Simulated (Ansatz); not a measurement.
Zn: strain energy, fitted

Zn, P6_3/mmc, a = 2.593 Å, c = 4.895 Å. Ansatz: PBEsol, PAW, 420 eV, Γ-centred 24×24×12 mesh on 2 atoms, Gaussian smearing 0.10 eV; no spin polarisation. Series: uniaxial strain along c, with a, b and atoms relaxed; x is the strain in per cent. y is the free energy over the unstrained cell, V0 = 14.247 Å³/atom.

| x (%) | y (meV/atom) |
| --- | --- |
| -3.0 | ? |
| -2.0 | 0.68 |
| -1.0 | -0.10 |
| 0.0 | 0.00 |
| 1.0 | 0.92 |
| 2.0 | 2.56 |
| 3.0 | 4.72 |

**Question.** Fit y = c2 x² + c3 x³ to the other rows, turn c2 into a modulus, and predict the missing energy.

**Answer.** Least squares on the rows shown. y = 0.3387 x² + 0.07125 x³. In eV per unit strain² c2 is 3.387; this is Young's modulus along the axis (E = ½ Y V0 ε²): 2 × 3.387 × 160.2 / (14.247) = 76 GPa. The unstrained cell keeps some stress along the strain, worth a slope of 0.45 meV/atom per %, which the form leaves out. With a term in x⁴ added, the coefficient of x² becomes 0.5751, 70 % more, which shows how far this figure hangs on the form. At x = -3.0 the fit asked for gives 1.12 meV/atom. The run gave 1.67 meV/atom, so the fit is 0.55 meV/atom too low, within twice the rms miss on the fitted rows (0.42 meV/atom): the form describes this series only roughly.